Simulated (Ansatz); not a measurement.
## CaPd5: pressure against volume

CaPd5, P6/mmm, a = 5.299 Å, c = 4.417 Å. The structure is a COD entry; whether it is the stable form wasn't checked. Ansatz: r2SCAN, PAW, 500 eV, Γ-centred 12×12×8 mesh on 6 atoms, Gaussian smearing 0.10 eV; no spin polarisation. Shape and atoms are relaxed at each volume; pressure is positive in compression.

```
V (Å³/atom) P (GPa)
     16.290    15.36
     16.827     9.27
     17.364     4.21
     17.901    -0.01
     18.438        ?
     18.975    -6.39
```

Task: Take V0 = 17.901 Å³/atom, count pressures from its P0 = -0.01 GPa, fit the third-order Birch–Murnaghan form to the other rows, and predict the missing pressure.

Result: With the Eulerian strain f = ½[(V0/V)^(2/3) − 1] and y = (P − P0)/[3f(1 + 2f)^(5/2)], the form is the line y = B0 + 1.5 B0 (B0′ − 4) f. Rows (f, y): 0.03244, 135.0; 0.02106, 132.5; 0.01026, 130.3; -0.01905, 123.0. Means f = 0.01118, y = 130.20; Σ(Δf)² = 0.001464, ΣΔfΔy = 0.3423; the slope is their ratio. y = 127.6 + 233.8 f GPa, so B0 = 127.6 GPa and B0′ = 4 + 2 × (233.8)/(3 × 127.6) = 5.22. At V = 18.438, f = -0.00976, y = 125.32 and P = -3.50 GPa. The run gave -3.50 GPa, the same to the digits shown.